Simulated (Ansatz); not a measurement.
**Ti3Ge8Mo: rattling a relaxed structure**

The cell was found from a structure generator's guess, not taken from experiment.

Theory: Ansatz 0.2.0, DFT PBE, scalar-relativistic, plane waves, PAW. Cutoff 420 eV; k points 10×10×6 on the computed 12-atom cell (Γ-centred); Gaussian smearing, width 0.10 eV; no spin polarisation.

The cell below (12 atoms, space group C222 (No. 21)) is relaxed within its symmetry.

```yaml
crystal:
  lattice:
    - [2.50934, -4.41133, 0.00000]
    - [2.50934, 4.41133, 0.00000]
    - [0.00000, 0.00000, 8.63930]
  atoms:
    - { symbol: Ti, position: [0.00000, 0.00000, 0.00000] }
    - { symbol: Ti, position: [0.00000, 0.50000, 0.24905] }
    - { symbol: Ti, position: [0.50000, 0.00000, 0.75095] }
    - { symbol: Ge, position: [0.00000, 0.00000, 0.66715] }
    - { symbol: Ge, position: [0.50000, 0.50000, 0.16766] }
    - { symbol: Ge, position: [0.00000, 0.00000, 0.33285] }
    - { symbol: Ge, position: [0.50000, 0.50000, 0.83234] }
    - { symbol: Ge, position: [0.00000, 0.50000, 0.58845] }
    - { symbol: Ge, position: [0.50000, 0.00000, 0.08423] }
    - { symbol: Ge, position: [0.00000, 0.50000, 0.91577] }
    - { symbol: Ge, position: [0.50000, 0.00000, 0.41155] }
    - { symbol: Mo, position: [0.50000, 0.50000, 0.50000] }
```

For the test it was strained at random (σ = 1.5 % a component), the atoms were moved at random (σ = 0.10 Å), and all was relaxed again on a coarse 6×6×4 mesh (in the run’s order of axes) with 0.20 eV smearing, with no symmetry imposed.

Problem. What happens?

Solution. It returns, within 1 meV/atom of the unmoved cell on that mesh and with the same symmetry when read at 0.1 Å (C2 at 0.01 Å, so small strains and shifts remain). No instability shows in this cell; modes of other wave vectors, which need another repeat, aren't tested.
